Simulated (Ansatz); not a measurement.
Total density of states per atom from DFT-PBEsol in the program Ansatz with PAW potentials, in 0.25 eV bins, energy from the Fermi level:

```
E (eV)  states/eV/atom
------  --------------
-7.85             0.09
-7.60             0.09
-7.35             0.09
-7.10             0.09
-6.85             0.09
-6.60             0.10
-6.35             0.11
-6.10             0.14
-5.85             0.43
-5.60             0.95
-5.35             0.77
-5.10             0.56
-4.85             0.85
-4.60             1.15
-4.35             1.21
-4.10             1.09
-3.85             0.89
-3.60             0.69
-3.35             0.34
-3.10             0.18
-2.85             0.19
-2.60             0.22
-2.35             0.27
-2.10             0.31
-1.85             0.29
-1.60             0.29
-1.35             0.32
-1.10             0.31
-0.85             0.36
-0.60             0.31
-0.35             0.25
-0.10             0.28
0.15              0.33
0.40              0.23
0.65              0.13
0.90              0.12
1.15              0.11
1.40              0.12
1.65              0.14
1.90              0.12
2.15              0.20
2.40              0.55
2.65              0.84
2.90              0.71
3.15              0.70
3.40              0.81
3.65              0.95
3.90              0.75
4.15              0.48
4.40              0.94
4.65              1.12
4.90              0.90
```

Which of these materials gives this?
(A) TaSiB, Cmcm (Si on 4c, B on 4c, Ta on 4c)
(B) Si2BSb, R3m (B on 3a, Sb on 3a, Si on 3a, Si on 3a)
(C) YSiO, P4/nmm (Y on 2c, Si on 2a, O on 2c)
(D) ZnInNO, P3m1 (In on 1b, Zn on 1c, O on 1b, N on 1c)

C, YSiO, P4/nmm (Y on 2c, Si on 2a, O on 2c). Within 0.5 eV of the Fermi level: Y 4d 45 %, Si 3p 43 %. Projections are on Löwdin-orthogonalised atomic valence shells; empty p or d shells of many metals are not among them.

The start of the workflow was typed in or built on a structure type; neither database checked (COD, Materials Project) lists it. Whether it is the stable phase at ambient conditions was not checked. Symmetry was held in the PBEsol relaxation; its stability against distortions is not shown here. No spin polarisation was allowed. Spin–orbit coupling is left out wherever it is not named.

Potentials: the earlier of the program's two PAW sets. The files were generated under PBE; for other functionals the program regenerates the frozen cores, and for LDA and PBEsol the local potential too.
